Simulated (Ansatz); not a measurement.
BaTe (rock salt, Fm-3m), a = 6.9415 Å, b = 6.9415 Å, c = 6.9415 Å, α = 90.00°, β = 90.00°, γ = 90.00°; the cell used has 2 atoms.

Relaxed with PBEsol. Plane-wave PAW PBEsol (Ansatz code) gives a gap of 1.46 eV.

What gap does HSE06 give on the same cell (Ansatz, PAW)?

2.23 eV, 0.77 eV more. The hybrid was solved on a coarser mesh and at special points; its gap is the smallest among all of these.

```csv
k,v1 PBEsol,c1 PBEsol,v1 HSE06,c1 HSE06
Γ,0.00,2.93,…,…
X,-0.36,1.46,-0.40,2.23
L,-1.12,4.06,…,…
W,-0.92,3.48,…,…
K,-0.76,2.53,…,…
```

Top valence (v1) and lowest conduction level (c1) in eV from each method's valence maximum (which need not be a listed point): supply the withheld HSE06 values.


- K, v1 HSE06: -0.81
- K, c1 HSE06: 3.36
- Γ, v1 HSE06: 0.00
- Γ, c1 HSE06: 3.82
- L, v1 HSE06: -1.19
- L, c1 HSE06: 4.93
- W, v1 HSE06: -0.99
- W, c1 HSE06: 4.37

Cost on shared cores: the PBEsol run (SCF on a 7×7×7 mesh, then bands and DOS) about 22 core-seconds (a rough figure), the HSE06 run (SCF on 5×5×5, then a few points) very roughly 2.7 core-minutes; the tasks are unlike.

The cell was relaxed with PBEsol under the symmetry of its start. Scalar-relativistic: spin–orbit coupling is off unless named, which matters more the heavier the elements.

Potentials: the later of the program's two PAW sets.
